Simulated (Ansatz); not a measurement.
Ru:
```xyz
4
Lattice="2.7088 0.0000 0.0000 -1.3544 2.3459 0.0000 0.0000 0.0000 8.7008" Properties=species:S:1:pos:R:3 pbc="T T T"
Ru     0.0000     0.0000     0.0000
Ru     0.0000     0.0000     4.3504
Ru     0.0000     1.5639     2.1752
Ru     1.3544     0.7820     6.5256
```

Relaxed with PBE. Special points in fractions of this cell's reciprocal vectors: Γ (0.000, 0.000, 0.000); M (0.500, 0.000, 0.000); K (0.333, 0.333, 0.000); A (0.000, 0.000, 0.500); L (0.500, 0.000, 0.500); H (0.333, 0.333, 0.500).

**Question.** List the band energies nearest the Fermi level at these points for PBE with spin–orbit coupling in the plane-wave PAW code Ansatz.

**Answer.** In eV from the Fermi level; about four levels below and three above (degenerate sets whole), none deeper than 8.9 eV; … stands for higher levels left out; points with the same levels are listed once.

```csv
k,below,above
Γ,-0.17 -0.17 -0.01 -0.01,0.52 0.52 0.60 0.60
M,-0.97 -0.97 -0.91 -0.91,1.48 1.48 1.49 1.49
K,-1.17 -1.17 -1.07 -1.07,0.07 0.07 0.13 0.13
A,-0.36 -0.36 -0.36 -0.36,…
L,-0.33 -0.33 -0.33 -0.33,0.81 0.81 0.81 0.81
H,-0.36 -0.36 -0.20 -0.20,1.06 1.06 1.15 1.15
```

Space group P6_3/mmc (dhcp (α-La type)). The cell is a constructed one: a structure type filled with these elements. Its sites differ from those of the usual phase in this space group: another stacking or structure type. The cell was relaxed with PBE under the symmetry of its start; of distortions, only those at the zone centre were tested. The run is not spin-polarised.

Potentials: the later of the program's two PAW sets.
